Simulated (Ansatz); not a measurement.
**Mg (dhcp): energy against volume**

Theory: Ansatz, DFT, PBE, plane waves (420 eV) with PAW, scalar-relativistic.

The cell is scaled uniformly from the relaxed one, with fractional coordinates and shape fixed. Energies are extrapolated to zero smearing, pressures are those at the given smearing. Magnetic state: spin not included.

A Birch-Murnaghan fit gives V₀ = 23.05 Å³/atom, B₀ = 35 GPa, B₀′ = 4.0.

What are the energy above the minimum and the pressure at 20.246 Å³/atom?

46.8 meV/atom and 5.98 GPa as computed.

What are the energy above the minimum and the pressure at 21.167 Å³/atom?

19.6 meV/atom and 3.61 GPa as computed.

What are the energy above the minimum and the pressure at 23.928 Å³/atom?

3.4 meV/atom and -1.21 GPa as computed.
